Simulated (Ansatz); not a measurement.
Nb₃Sn (A15 (Cr3Si type), Pm-3n) under volume change, the program Ansatz at the PBEsol level (PAW), scaled uniformly.

```
V (Å³/atom)  E − E(relaxed) (meV/atom)  P (GPa)
-----------  -------------------------  -------
16.541                             ___      ___
17.086                            40.0    12.39
17.632                             9.5     5.72
18.177                             0.0     0.00
18.722                             8.5    -4.89
19.268                            32.5    -9.08
19.813                             ___      ___
```

Question: Fill in the missing entries.

Answer: 
- 16.541, E − E(relaxed) (meV/atom): 95.1
- 16.541, P (GPa): 20.20
- 19.813, E − E(relaxed) (meV/atom): 69.7
- 19.813, P (GPa): -12.66

Question: What does a third-order Birch–Murnaghan fit give for V₀, B₀ and B′?

Answer: V₀ = 18.18 Å³/atom, B₀ = 176 GPa, B′ = 4.2.

Symmetry was held in the PBEsol relaxation; of distortions, only those at the zone centre were tested. The run is not spin-polarised. Scalar-relativistic: spin–orbit coupling is off unless named, which matters more the heavier the elements.

Potentials: the later of the program's two PAW sets.
